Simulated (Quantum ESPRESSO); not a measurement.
Field gradients of TiO₂ from a PBE PAW density (pw.x of a modified build of Quantum ESPRESSO, JTH datasets) with the all-electron reconstruction of Petrilli and co-workers. The input of pw.x:

```
&CONTROL
  calculation = 'scf'
  prefix = 'x'
  pseudo_dir = './pseudo'
  outdir = './out'
  tprnfor = .true.
/
&SYSTEM
  ibrav = 0
  nat = 6
  ntyp = 2
  ecutwfc = 45
  ecutrho = 180
  occupations = 'fixed'
  nbnd = 28
/
&ELECTRONS
  conv_thr = 1e-11
/
ATOMIC_SPECIES
Ti 47.867 Ti.GGA_PBE-JTH.UPF
O 15.999 O.GGA_PBE-JTH.UPF
CELL_PARAMETERS angstrom
   -1.892500000000     1.892500000000     4.759800000000
    1.892500000000    -1.892500000000     4.759800000000
    1.892500000000     1.892500000000    -4.759800000000
ATOMIC_POSITIONS crystal
Ti     0.000000000000     0.000000000000     0.000000000000
Ti     0.750000000000     0.250000000000     0.500000000000
O      0.208813218100     0.208813218100     0.000000000000
O      0.958813218100     0.458813218100     0.500000000000
O      0.541186781900     0.041186781900     0.500000000000
O      0.791186781900     0.791186781900     0.000000000000
K_POINTS automatic
8 8 8 0 0 0
```
The cell was made here from an entry of the Crystallography Open Database (unchecked): atoms relaxed with PBE in the measured cell (PBE without dispersion, pw.x of Quantum ESPRESSO, symmetry kept).  Stability against distortions was not tested. The run has no spin polarisation.

Vzz is the sum of three terms, each taken along its main axis: the smooth valence density, the ions (nucleus and frozen core) with the augmentation charges of all other spheres, and the all-electron minus smooth density in the atom's own sphere. The split hangs on the datasets.  Cores are frozen. Against all-electron runs on small test molecules, this scheme's |Vzz| missed by −2 to +6 % on O. Ti had no test against all-electron runs.

| site | smooth valence density | ions and other spheres | own sphere | Vzz (a.u.) |
|---|---|---|---|---|
| Ti (atoms 1, 2) | -0.065 | 0.069 | ? | ? |
| O (atoms 3, 4, 5, 6) | -0.384 | 0.439 | ? | ? |

### Question
Fill in the missing entries.

### Answer

- Ti (atoms 1, 2), own sphere: 0.134
- Ti (atoms 1, 2), Vzz (a.u.): 0.138
- O (atoms 3, 4, 5, 6), own sphere: 0.121
- O (atoms 3, 4, 5, 6), Vzz (a.u.): 0.176
